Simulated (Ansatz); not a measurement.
## Structure relaxation, Hf

The start is a generated cell, Hf built in the hcp structure type. The structure is fully relaxed (lattice and positions, P = 0) with r2SCAN (plane waves to 500 eV, PAW, scalar-relativistic; Ansatz, a quantum-chemistry and plane-wave program). The first steps use a coarse 12×12×7 k-mesh.

Starting cell:
```
Hf
1.0
    3.20000     0.00000     0.00000
   -1.60000     2.77128     0.00000
    0.00000     0.00000     5.06240
Hf
2
Direct
  0.33333   0.66667   0.75000
  0.66667   0.33333   0.25000
```

Question: How does the volume per atom move from start to end?

Answer: -0.4 %, from 22.45 to 22.35 Å³/atom.

Question: How do the shortest distances between atoms change?

Answer: The closest pairs of elements (up to four, under 3.6 Å), start → end: Hf–Hf 3.13 → 3.13 Å.

Question: Is the relaxed structure metallic? Give its gap.

Answer: Zero (metallic).

Question: Give the final cell and atomic positions.

Answer: 
Space group P6₃/mmc (No. 194); a = 3.198 Å, b = 3.198 Å, c = 5.047 Å, α = 90.00°, β = 90.00°, γ = 120.00°

```
atom  site  symmetry       x       y       z
----  ----  --------  ------  ------  ------
Hf      2d      -6m2  0.6667  0.3333  0.2500
```

The space group stays P6₃/mmc (No. 194) (the run could not lower it); the end is hcp (Mg type), with 2 atoms in the primitive cell. Final values are on a 17×17×9 k-mesh of the relaxed cell. No spin polarisation in the result.

The run could not lose the symmetry of its start; a randomly shaken copy of 2 atoms returns to this structure.

All atoms sit on sites fixed by symmetry, so only the cell could relax.
